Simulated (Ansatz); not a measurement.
ZnAu:
```
CELL_PARAMETERS angstrom
      3.14880     0.00000     0.00000
      0.00000     3.14880     0.00000
      0.00000     0.00000     3.14880
ATOMIC_POSITIONS crystal
  Au 0.00000 0.00000 0.00000
  Zn 0.50000 0.50000 0.50000
```

Relaxed with r²SCAN.

Problem. Map the valence electron density (e/Å³), cut off at 6 on the plane through (0.000, 0.000, 0.000) spanned by u = [1, 0, 0] and v = [0, 1, 1] in lattice vectors, from plane-wave PAW r²SCAN (Ansatz code).

Solution. x is the fraction of u, y of v (the angle between them is 90°; rows are the nearest grid lines); atoms in the plane: Au at (0.00, 0.00), Zn at (0.50, 0.50).
```
|99994100000149999|
|99983100000138999|
|99952000000025999|
|88521000000012588|
|33210000000001233|
|10000000000000001|
|00000000000000000|
|00000000000000000|
|00000012321000000|
|00000149994100000|
|00000299999200000|
|00000399999300000|
|00000299999200000|
|00000149994100000|
|00000012321000000|
|00000000000000000|
|00000000000000000|
|10000000000000001|
|33210000000001233|
|88521000000012588|
|99952000000025999|
|99983100000138999|
|99994100000149999|
```
Scale: ten equal steps from 0.135 (start of '0') to 6.00 (end of '9'), in the order '0123456789'; x runs from 0.000 to 1.00, y from 0.000 (bottom) to 1.00 (top).

The density is the valence pseudo-density with augmentation charge, so density and ELF within about 1 Å of a nucleus are not all-electron values.

Space group Pm-3m (CsCl type). Symmetry was held in the r²SCAN relaxation. Scalar-relativistic: spin–orbit coupling is off unless named, which matters more the heavier the elements.

Potentials: the later of the program's two PAW sets.
